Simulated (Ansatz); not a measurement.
**Is this Al₃Si₂N₃ structure a true minimum?**

It was reached by relaxing an invented guess, and it needn't be the stable form of this composition.

All numbers below come from Ansatz, DFT PBE, scalar-relativistic, plane waves, PAW. Plane waves to 420 eV, a k mesh through Γ of 10×10×4 on the computed 8-atom cell and Gaussian smearing (0.10 eV); no spin polarisation.

The cell below (8 atoms, space group Pmm2 (No. 25)) is relaxed within its symmetry.

```cif
data_structure
_symmetry_space_group_name_H-M 'P 1'
_symmetry_Int_Tables_number 1
_cell_length_a 3.1107
_cell_length_b 3.3685
_cell_length_c 9.6208
_cell_angle_alpha 90.000
_cell_angle_beta 90.000
_cell_angle_gamma 90.000
_cell_volume 100.81
loop_
_atom_site_label
_atom_site_type_symbol
_atom_site_fract_x
_atom_site_fract_y
_atom_site_fract_z
_atom_site_occupancy
Al1 Al 0.50000 0.50000 0.69375 1
Al2 Al 0.00000 0.00000 0.48196 1
Al3 Al 0.50000 0.50000 0.26064 1
Si1 Si 0.00000 0.00000 0.04747 1
Si2 Si 0.00000 0.50000 0.89297 1
N1 N 0.50000 0.00000 0.59401 1
N2 N 0.00000 0.50000 0.37407 1
N3 N 0.50000 0.00000 0.15512 1
```

For the test it was strained at random (σ = 1.5 % a component), the atoms were moved at random (σ = 0.15 Å), and all was relaxed again on a coarse 8×6×2 mesh (in the run’s order of axes) with 0.20 eV smearing, with no symmetry imposed.

Question: Does it come back?

Answer: It returns, within 1 meV/atom of the unmoved cell on that mesh and with the same symmetry when read at 0.1 Å. No instability shows in this cell; modes of other wave vectors, which need another repeat, aren't tested.
